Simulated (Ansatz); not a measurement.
**MgO (Fm-3m), phonons: input and output**

Level of theory: LDA, PAW on Ansatz 0.2.0's default frozen-core files (fitted under PBE), scalar-relativistic.

Cell and atoms were relaxed beforehand by PAW with this functional.

Command:

```sh
ansatz run input.yaml --threads 2 --pin off --max-ram 5120MiB --backend cpu --events-out ev --progress --plain --runs-dir out
```

Input:

```yaml
crystal:
  lattice:
    - [0.0, 2.07959221297, 2.07959221297]
    - [2.07959221297, 0.0, 2.07959221297]
    - [2.07959221297, 2.07959221297, 0.0]
  atoms:
    - { symbol: Mg, position: [0.0, 0.0, 0.0] }
    - { symbol: O, position: [0.5, 0.5, 0.5] }
kpoints:
  mp_grid: { grid: [10, 10, 10] }
scf:
  occupations: { method: fixed }
hamiltonian:
  xc: lda
  pseudopotentials: { kind: paw }
phonons:
  qmesh: [2, 2, 2]
  qpath:
    path:
      - [0.0, 0.0, 0.0]
      - [0.5, 0.0, 0.5]
      - [0.625, 0.25, 0.625]
      - [0.375, 0.375, 0.75]
      - [0.0, 0.0, 0.0]
      - [0.5, 0.5, 0.5]
      - [0.5, 0.25, 0.75]
      - [0.5, 0.0, 0.5]
    npoints: 6
  temperatures: { t_min: 0, t_max: 1000, t_step: 100 }
```

Output (shortened where marked):

```
Warning: RAYON_NUM_THREADS=2 ignored (pool sized by the plan → 2); use --threads N
Engine: ansatz 0.2.0, aarch64-unknown-linux-gnu
Pseudopotentials: kind: paw
Pseudopotential: Mg, paw, valence charge 10, recommended cutoff 420 eV (normal), Mg.paw.azcp
Pseudopotential: O, paw, valence charge 6, recommended cutoff 420 eV (normal), O.paw.azcp
Functional definition: SPW92
  exchange = slater_x
  correlation = pw_c
Crystal: 4 atoms, lattice volume = 35.974 Å³
Basis set: ecut = 420 eV, 681 PW (Γ), FFT grids on a1, a2, −a1+a2+a3
Bands: 20, of which v1, the nominal top of the filled ones, is band 16 counted from 1 (15 counted from 0)
Symmetry: 32 space group operations
k-points: 63 of 500
Non-local potential: Mg, projectors of the file, l = 0: 3, l = 1: 2, l = 2: 1
Non-local potential: O, projectors of the file, l = 0: 2, l = 1: 2, l = 2: 1
PAW form: soft (Blöchl's): semilocal exchange-correlation on the pseudo side does not see the compensation charge
PAW frozen core: Mg, regenerated for the run's functional, and the local potential with it (the file was generated under x = pbe(κ = 0.804, μ = 0.2195149727645171), c = pbe(β = 0.06672455060314922))
PAW frozen core: O, regenerated for the run's functional, and the local potential with it (the file was generated under x = pbe(κ = 0.804, μ = 0.2195149727645171), c = pbe(β = 0.06672455060314922))
PAW one-centre angular grid: Mg, 110 points (default); XC on 64 Gauss nodes
PAW one-centre angular grid: O, 110 points (default); XC on 64 Gauss nodes
Initial density: handed on by an earlier stage of this run
Initial wavefunctions: those handed on with the density
Functional: x = slater, c = lda
SCF iter   1: F=—  HF=-4920.131009 eV  |F-HF|=—  |Δ(HF+E_count)|=         —  Δρ=9.20e-8  dr2=7.77e-13  ethr=1.95e-12  ⟨swp⟩=3.0  Hψ=4335  notcnv=0
preconditioner: auto → none  [insulator: Δε(μ)=5.035 eV  Ē_g=16.048 eV  n_scr=14 (ndim 8)  ℏωp=24.8 eV  f_vac=0.000  ε∞_Penn≈3.4]
[... 107 lines left out ...]
  Born effective charges Z* (e; rows j = field, columns β = displacement):
    site 0:
         1.96693    0.00000   -0.00000
         0.00000    1.96693    0.00000
         0.00000   -0.00000    1.96693
    site 1:
        -1.96693   -0.00000    0.00000
        -0.00000   -1.96693    0.00000
         0.00000    0.00000   -1.96693
  Z* charge neutrality: 7.248e-6 e pre-enforcement
  k-mesh period / interband length: 29.4 Å / 1.37 Å = 21.47 at k = (0.0000, 0.0000, 0.0000), direct gap 5.035 eV — 14 or more, which is no proof of convergence
  optical modes at Γ without the LO–TO term, one row a degenerate level:
      ω (cm⁻¹)  modes    IR ((D/Å)²/amu)
        408.41      3            27.7538
  optical modes at Γ + LO–TO along q̂ = [1.0000, 0.0000, 0.0000]:
      ω (cm⁻¹)  modes    IR ((D/Å)²/amu)
        408.41      2            18.5026
        715.18      1             9.2513
  optical modes at Γ + LO–TO along q̂ = [0.0000, 1.0000, 0.0000]:
      ω (cm⁻¹)  modes    IR ((D/Å)²/amu)
        408.41      2            18.5026
        715.18      1             9.2513
  optical modes at Γ + LO–TO along q̂ = [0.0000, 0.0000, 1.0000]:
      ω (cm⁻¹)  modes    IR ((D/Å)²/amu)
        408.41      2            18.5026
        715.18      1             9.2513
--- Phonons (by wavevector): 3 wavevectors in 2 supercells ---
  supercell 1 (2 cells, vectors [1, 0, 0], [0, 1, -1], [0, 0, 2] in multiples of the cell's): 2 displaced members by 0.0025 Å; free energy -4920.131009 eV; taken off its force constants: by the sum rule 1.6e-4, by the ...
  symmetry images taken by strict's conditions (phonons.symmetry_images: auto; settled by no image being taken that strict refuses)
  supercell 2 (2 cells, vectors [1, 0, 0], [0, 1, 0], [0, 0, 2] in multiples of the cell's): 2 displaced members by 0.0025 Å; free energy -4920.131010 eV; taken off its force constants: by the sum rule 1.2e-4, by the ...
  symmetry images taken by strict's conditions (phonons.symmetry_images: auto; settled by no image being taken that strict refuses); asymmetry of the core-correction force 5.4e-16 eV/Å at the most on a site, 1.2e-15 eV/Å summed ...
  q = [0.0000, 0.0000, 0.0000] (star 1, supercell 1; hermiticity 0.00e0, symmetrization 5.81e-6): -0.00 0.00 0.00 408.41 408.41 408.41
  q = [0.0000, 0.0000, -0.5000] (star 4, supercell 2; hermiticity 9.84e-17, symmetrization 5.39e-16): 284.16 284.16 370.26 370.26 551.46 574.96
  q = [0.0000, -0.5000, -0.5000] (star 3, supercell 1; hermiticity 1.24e-16, symmetrization 2.97e-16): 292.22 292.22 431.97 457.28 457.28 553.29
  joined force constants: q→R imaginary residual 1.75e-17
  density of states and harmonic sums: on the 26×26×26 q-mesh, interpolated from the force constants of a 2×2×2 supercell (with the dipole–dipole term)
  largest difference from the sums on the solved wave vectors: F 3.42e-2 eV, S 6.72e-5 and C_V 3.17e-5 eV/K
```

The run converged.

**Phonons on the q mesh**

Harmonic phonons of a crystal by Kohn-Sham DFT at the given cell, standard atomic masses, acoustic sum rule imposed; negative wavenumbers are unstable modes; one row a degenerate set, branches counted upwards.

- Unstable phonons: no

```
point  q a (r.l.u.)  q b (r.l.u.)  q c (r.l.u.)  branch  phonon wavenumber (cm⁻¹)  degeneracy
Gamma             0             0             0       4                     408.4           3
    L           0.5             0             0       1                     284.2           2
    L           0.5             0             0       3                     370.3           2
    L           0.5             0             0       5                     551.5           1
    L           0.5             0             0       6                       575           1
    X           0.5           0.5             0       1                     292.2           2
    X           0.5           0.5             0       3                       432           1
    X           0.5           0.5             0       4                     457.3           2
    X           0.5           0.5             0       6                     553.3           1
```

Zone-centre phonons:

Optical zone-centre levels upwards with Mulliken labels, activity, and the element with most of the kinetic energy.

- Point group: m-3m

```tsv
number	phonon wavenumber (cm⁻¹)	label	infrared	raman	lead element
1	408.4	T1u	yes	no	O
```

Harmonic thermodynamics:

Sums over wave vectors interpolated from the q mesh.

```json
{
  "Zero point energy": "74.71 meV/atom"
}
```

```
temperature (K)  phonon heat capacity (k_B/atom)  phonon entropy (k_B/atom)  phonon free energy (meV/atom)
            100                           0.4644                     0.1495                          74.42
            200                             1.59                     0.8386                          70.39
            300                            2.206                      1.615                          59.77
            400                            2.508                      2.296                          42.84
            500                             2.67                      2.874                           20.5
            600                            2.765                       3.37                          -6.46
            700                            2.824                      3.801                          -37.4
            800                            2.864                      4.181                         -71.83
            900                            2.892                       4.52                         -109.3
           1000                            2.912                      4.826                         -149.6
```

Keep in mind: frozen-core PAW files fitted under PBE, their cores solved anew for the functional of the run; no LO-TO term at the zone centre; coarse q mesh.

Time and hardware: 23 s on 2 threads of Arm Neoverse V1 (shared host), peak memory 0.41 GiB.
